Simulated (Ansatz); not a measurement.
Theory: DFT PBE, scalar-relativistic, plane waves, PAW (Ansatz 0.2.0). Cutoff 420 eV, Γ-centred meshes of about 0.25 Å⁻¹ or finer for metals and 0.3 Å⁻¹ for insulators (2π included), Gaussian smearing. Collinear spin where magnetic atoms keep a moment.

Relaxed structures of FePb₂O₄, with energies over the first row. Coordination counts O atoms around Fe and Pb (those within 1.25 times the shortest such distance or 1.15 times the sum of covalent radii; the shortest distance is added where it exceeds 1.18 times the sum of covalent radii).

```json
{"#": "1", "form": "K2NiF4 type, I4/mmm", "sites": "Fe 2a; Pb 4e; O 4c, 4e", "V (Å³/atom)": "13.9", "coordination": "Fe 6, Pb 9 from 2.7 Å", "ΔE (meV/atom)": "0", "moments": "ferromagnetic moments up to 2.6 μB"}
{"#": "2", "form": "P-42m", "sites": "Fe 1a; Pb 2f; O 4n", "V (Å³/atom)": "18.3", "coordination": "Fe 4, Pb 4", "ΔE (meV/atom)": "60", "moments": "ferromagnetic moments up to 2.7 μB"}
{"#": "3", "form": "I4/mmm", "sites": "Fe 2a; Pb 4d; O 8h", "V (Å³/atom)": "16.2", "coordination": "Fe 4, Pb 8 from 2.7 Å", "ΔE (meV/atom)": "106", "moments": "ferromagnetic moments up to 2.3 μB"}
```

A further structure, relaxed alike (ferromagnetic moments up to 3.0 μB):

```cif
data_structure
_symmetry_space_group_name_H-M 'Fd-3m:1'
_symmetry_Int_Tables_number 227
_cell_length_a 9.5956
_cell_length_b 9.5956
_cell_length_c 9.5956
_cell_angle_alpha 90.000
_cell_angle_beta 90.000
_cell_angle_gamma 90.000
_cell_volume 883.52
loop_
_atom_site_label
_atom_site_type_symbol
_atom_site_symmetry_multiplicity
_atom_site_Wyckoff_symbol
_atom_site_fract_x
_atom_site_fract_y
_atom_site_fract_z
_atom_site_occupancy
Fe1 Fe 8 a 0.50000 0.00000 0.50000 1
Pb1 Pb 16 d 0.37500 0.87500 0.12500 1
O1 O 32 e 0.88913 0.11087 0.11087 1
```

Task: Where does it fall in the ranking, and at what energy?

Result: It is the highest, 132 meV/atom above row 1, with space group Fd-3m (No. 227) and 15.8 Å³/atom. Counting O atoms around Fe and Pb, this cell has Fe 4, Pb 6 from 2.5 Å and row 1 has Fe 6, Pb 9 from 2.7 Å. Fe is surrounded by 4 O at 1.84 Å; Pb has 6 O at 2.54 Å; O has 1 Fe at 1.84 Å and 3 Pb at 2.54 Å.

For metals, differences of a few meV/atom aren't resolved. These runs have no spin–orbit coupling, which can matter for Pb. In such compounds of Fe a zero gap at this level may well be an artefact, since no Hubbard U is applied. Another magnetic order may lie lower. Cells relaxed within their symmetry can be saddle points.
